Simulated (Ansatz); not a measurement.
A plane-wave DFT run in Ansatz 0.2.0 (scalar-relativistic PAW potentials unless the input names others): input and command.

```yaml
crystal:
  lattice:
    - [2.7095244856, 0.0, 0.0]
    - [-1.3547622428, 2.3465170367, 0.0]
    - [0.0, 0.0, 10.019741627]
  atoms:
    - { symbol: H, position: [0.3333333333, 0.6666666667, 0.6523789861] }
    - { symbol: H, position: [0.6666666667, 0.3333333333, 0.1523789861] }
    - { symbol: H, position: [0.3333333333, 0.6666666667, 0.8476210139] }
    - { symbol: H, position: [0.6666666667, 0.3333333333, 0.3476210139] }
    - { symbol: Rh, position: [0.3333333333, 0.6666666667, 0.25] }
    - { symbol: Rh, position: [0.6666666667, 0.3333333333, 0.75] }
basis:
  ecutwfc: 420
kpoints:
  mp_grid: { grid: [18, 18, 4] }
hamiltonian:
  xc: pbe
scf:
  occupations: { method: gaussian, width: 0.1 }
  mixing: { algorithm: broyden, beta: 1.0, ndim: 1, preconditioner: none }
  max_iter: 60
output:
  forces: true
  eigenvalues: true
  stress: true
```

```bash
ansatz run input.yaml --threads 1 --pin off --max-ram 2560MiB --backend cpu --events-out ev --progress --plain --runs-dir out
```

Abridged log:
```
Basis set: ecut = 420 eV, 1263 PW (Γ), exchange–correlation on 40×40×144 points (8 copies of the dense FFT grid, shifted against one another)
Bands: 25, of which v1, the nominal top of the filled ones, is band 19 counted from 1 (18 counted from 0)
Symmetry: 24 space group operations
k-points: 111 of 1296
SCF iter   1: F=—  HF=-12868.527967 eV  |F-HF|=—  |Δ(HF+E_count)|=         —  Δρ=9.26e-3  dr2=1.29e-2  ethr=1.77e-3  ⟨swp⟩=5.9  Hψ=12495  notcnv=0
SCF iter   2: F=—  HF=-12868.537518 eV  |F-HF|=—  |Δ(HF+E_count)|=   9.55e-3  Δρ=5.61e-3  dr2=2.22e-2  ethr=3.39e-5  ⟨swp⟩=2.0  Hψ=6006  notcnv=0  defer=151  κ⁻¹=1.0e0(r=1)
SCF iter   3: F=—  HF=-12868.533924 eV  |F-HF|=—  |Δ(HF+E_count)|=   3.59e-3  Δρ=2.79e-3  dr2=7.12e-3  ethr=3.39e-5  ⟨swp⟩=2.1  Hψ=4939  notcnv=0  defer=151  κ⁻¹=1.0e0(r=1)
SCF iter   4: F=—  HF=-12868.532337 eV  |F-HF|=—  |Δ(HF+E_count)|=   1.59e-3  Δρ=5.06e-4  dr2=1.68e-4  ethr=1.87e-5  ⟨swp⟩=2.2  Hψ=3781  notcnv=0  defer=151  κ⁻¹=1.0e0(r=1)
SCF iter   5: F=—  HF=-12868.532309 eV  |F-HF|=—  |Δ(HF+E_count)|=   2.75e-5  Δρ=4.91e-4  dr2=1.13e-4  ethr=4.42e-7  ⟨swp⟩=2.0  Hψ=4694  notcnv=0  defer=151  κ⁻¹=1.0e0(r=1)
SCF iter   6: F=—  HF=-12868.532337 eV  |F-HF|=—  |Δ(HF+E_count)|=   2.83e-5  Δρ=5.77e-4  dr2=2.87e-4  ethr=2.99e-7  ⟨swp⟩=2.0  Hψ=4752  notcnv=0  defer=151  κ⁻¹=1.0e0(r=1)
SCF iter   7: F=—  HF=-12868.532281 eV  |F-HF|=—  |Δ(HF+E_count)|=   5.63e-5  Δρ=1.94e-4  dr2=3.28e-5  ethr=2.99e-7  ⟨swp⟩=2.7  Hψ=5065  notcnv=0  defer=151  κ⁻¹=1.0e0(r=1)
SCF iter   8: F=—  HF=-12868.532272 eV  |F-HF|=—  |Δ(HF+E_count)|=   8.82e-6  Δρ=1.25e-4  dr2=7.05e-6  ethr=8.63e-8  ⟨swp⟩=2.6  Hψ=4742  notcnv=0  defer=148  κ⁻¹=1.0e0(r=1)
SCF iter   9: F=—  HF=-12868.532279 eV  |F-HF|=—  |Δ(HF+E_count)|=   6.20e-6  Δρ=2.21e-4  dr2=3.73e-5  ethr=1.85e-8  ⟨swp⟩=2.4  Hψ=4851  notcnv=0  defer=148  κ⁻¹=1.0e0(r=1)
SCF iter  10: F=—  HF=-12868.532271 eV  |F-HF|=—  |Δ(HF+E_count)|=   7.85e-6  Δρ=5.50e-5  dr2=2.72e-6  ethr=1.85e-8  ⟨swp⟩=2.2  Hψ=4673  notcnv=0  defer=148  κ⁻¹=1.0e0(r=1)
SCF iter  11: F=—  HF=-12868.532270 eV  |F-HF|=—  |Δ(HF+E_count)|=   6.31e-7  Δρ=3.23e-5  dr2=4.52e-7  ethr=7.16e-9  ⟨swp⟩=2.5  Hψ=4563  notcnv=0  defer=148  κ⁻¹=1.0e0(r=1)
SCF iter  12: F=—  HF=-12868.532270 eV  |F-HF|=—  |Δ(HF+E_count)|=   8.98e-8  Δρ=4.08e-5  dr2=1.18e-6  ethr=1.19e-9  ⟨swp⟩=2.0  Hψ=4755  notcnv=0  defer=148  κ⁻¹=1.0e0(r=1)
SCF iter  13: F=—  HF=-12868.532270 eV  |F-HF|=—  |Δ(HF+E_count)|=   9.52e-8  Δρ=2.77e-5  dr2=7.45e-7  ethr=1.19e-9  ⟨swp⟩=2.3  Hψ=4834  notcnv=0  defer=148  κ⁻¹=1.0e0(r=1)
SCF iter  14: F=-12868.532270 eV  HF=-12868.532270 eV  |F-HF|=2.57e-8  |Δ(HF+E_count)|=   1.72e-7  Δρ=8.95e-6  dr2=3.44e-8  ethr=2.63e-10  ⟨swp⟩=6.8  Hψ=12623  notcnv=0
SCF 1 converged in 14 iterations: F = -12868.532270 eV  dr2 = 3.44e-8
SCF converged after 14 iterations
Stability not checked: this state was not tested for a lower state beside it, because the mixer in use, unlike msr1, does not test its closes by its own steps (another_mixer; see scf.mixing.algorithm and scf.lower_state_search)
Free energy (F): -12868.532270 eV
Harris-Foulkes:  -12868.532270 eV  (|F-HF|=2.57e-8)
Internal energy: -12868.517853 eV  (E = F + TS)
E sigma→0 (E₀):  -12868.525061 eV
Entropy (-TS):   -0.014417 eV (-2.403 meV/atom)
Fermi energy:    8.108530 eV
--- Forces (eV/Å), atoms counted from 1 ---
  atom   1  H      0.00000000     0.00000000    -0.00076378
  atom   2  H      0.00000000     0.00000000    -0.00076378
  atom   3  H      0.00000000     0.00000000     0.00076378
  atom   4  H      0.00000000     0.00000000     0.00076378
  atom   5  Rh     0.00000000     0.00000000     0.00000000
  atom   6  Rh     0.00000000     0.00000000     0.00000000
--- Stress (GPa, compression-positive) ---
       -0.003489       0.000000       0.000000
        0.000000      -0.003489       0.000000
        0.000000       0.000000       0.030041
  P = ⅓ Tr σ = 0.0077 GPa (0.077 kbar)
```

One setting here is unusual or wrong in general: mixing far too strong (scf.mixing: not typed → {"algorithm": "broyden", "beta": 1.0, "ndim": 1, "preconditioner": "none"}). For this cell it did little harm to the result: the run converged in 14 SCF iterations with an energy at zero smearing within 0.01 meV/atom of the reference's, pressure 0.01 GPa, largest force 0.001 eV/Å, no gap on the mesh. A reference run on usual settings, whose relaxation ended at this geometry, converged, and the end of its own relaxation has pressure 0.01 GPa, largest force 0.001 eV/Å, no gap on the mesh.

Time: 13 s on 1 thread of Arm Neoverse V2, on a shared host, peak memory 0.38 GiB.